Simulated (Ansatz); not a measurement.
BiPd (NiAs type)

```
BiPd
1.0
    4.26711     0.00000     0.00000
   -2.13355     3.69542     0.00000
    0.00000     0.00000     5.74237
Bi Pd
2 2
Direct
  0.33333   0.66667   0.25000
  0.66667   0.33333   0.75000
  0.00000   0.00000   0.50000
  0.00000   0.00000   0.00000
```

Equation-of-state scan: isotropic scaling of the cell above, V₀ being its volume. Symmetry pins the atoms to their sites.

All values below come from r2SCAN (plane waves to 500 eV, PAW, scalar-relativistic; Ansatz, a program for electronic structure). k mesh 13×13×8 (Γ-centred), Fermi-Dirac smearing 0.05 eV. E stands for the smeared free energy. Stress and pressure are positive under compression. With the shape held, the modulus is that of even scaling; a crystal free to change shape is softer. BiPd is run without spin polarisation. BiPd was relaxed with its symmetry unable to fall. Spin-orbit coupling is left out, though Bi is heavy. The zero of ΔE is the relaxed starting cell.

| V/V₀ | ΔE (meV/atom) | P (GPa) |
|---|---|---|
| 0.840 | 254 | 26.8 |
| 0.867 | 166 | 20.3 |
| 0.893 | 100 | 14.8 |
| 0.920 | 53 | 10.2 |
| 0.947 | 22 | 6.2 |
| 0.973 | 5 | 2.9 |
| 1.000 | 0 | 0.0 |
| 1.027 | 5 | -2.4 |
| 1.053 | 18 | -4.5 |
| 1.080 | 38 | -6.3 |
| 1.107 | 65 | -7.8 |
| 1.133 | 96 | -9.0 |
| 1.160 | 133 | -10.1 |

Read from the data:

```yaml
pressure_at_the_smallest_volume: 26.8 GPa
energy_cost_of_the_largest_compression: 254 meV/atom
energy_cost_of_the_largest_expansion: 133 meV/atom
Bulk modulus at fixed cell shape B₀ (third-order Birch-Murnaghan fit): 98.8 GPa
Pressure derivative B₀′ (fit): 5.1
equilibrium_volume_of_the_fit: 22.64 Å³/atom
Pressure for 5 % compression (fit): 5.8 GPa
```

The 13 points together took about 7 core-minutes (a rough figure).

(Under strain, the slope of the energy per volume gives the stress and its curvature an elastic modulus.)
